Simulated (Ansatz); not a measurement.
Level of theory: Ansatz 0.2.0, DFT r2SCAN, scalar-relativistic, plane waves, PAW.

Structure of HfO$_{2}$:

```yaml
crystal:
  lattice:
    - [0.00000, 2.52916, 2.52916]
    - [2.52916, 0.00000, 2.52916]
    - [2.52916, 2.52916, 0.00000]
  atoms:
    - { symbol: Hf, position: [0.00000, 0.00000, 0.00000] }
    - { symbol: O, position: [0.25000, 0.25000, 0.25000] }
    - { symbol: O, position: [0.75000, 0.75000, 0.75000] }
```

Plane waves to 500 eV, a k mesh through Γ of 8×8×8 on the computed 3-atom cell and Gaussian smearing (0.02 eV); no spin polarisation.

Levels along Γ–X–U | K–Γ–L–W–X, in eV from a zero inside the gap, sorted by energy at each point. Points in fractions of the primitive reciprocal vectors: Γ (0.000 0.000 0.000), X (0.500 0.000 0.500), U (0.625 0.250 0.625), K (0.375 0.375 0.750), L (0.500 0.500 0.500), W (0.500 0.250 0.750).
```csv
point,"k (1/Å, with 2π)",band 16,band 17,band 18,band 19,band 20,band 21,band 22
Γ,0.000,-7.68,-2.80,-2.80,-2.80,2.27,2.27,4.32
-,0.621,-6.29,-5.29,-2.89,-2.89,2.88,3.00,6.71
X,1.242,-5.75,-3.77,-3.77,-2.15,2.15,3.90,5.10
-,1.462,-5.72,-3.96,-3.71,-2.22,2.36,3.87,5.15
U,1.681,-5.62,-4.48,-3.55,-2.50,2.66,3.81,5.38
K,1.681,-5.62,-4.48,-3.55,-2.50,2.66,3.81,5.38
-,2.340,-5.44,-5.05,-4.46,-2.80,2.74,3.40,5.65
Γ,2.999,-7.68,-2.80,-2.80,-2.80,2.27,2.27,4.32
-,3.537,-6.23,-4.17,-3.60,-3.60,2.97,2.97,5.45
L,4.074,-5.28,-4.96,-4.05,-4.05,2.97,2.97,5.43
-,4.514,-5.78,-4.46,-3.54,-3.48,2.94,3.38,5.45
W,4.953,-4.82,-4.82,-3.62,-2.37,3.15,3.56,5.54
-,5.263,-5.49,-4.09,-3.70,-2.26,2.57,3.82,5.20
X,5.574,-5.75,-3.77,-3.77,-2.15,2.15,3.90,5.10
```

Spin-orbit coupling is left out, which matters for the bands of heavy elements.

This fluorite-type form isn't the usual stable structure of the compound.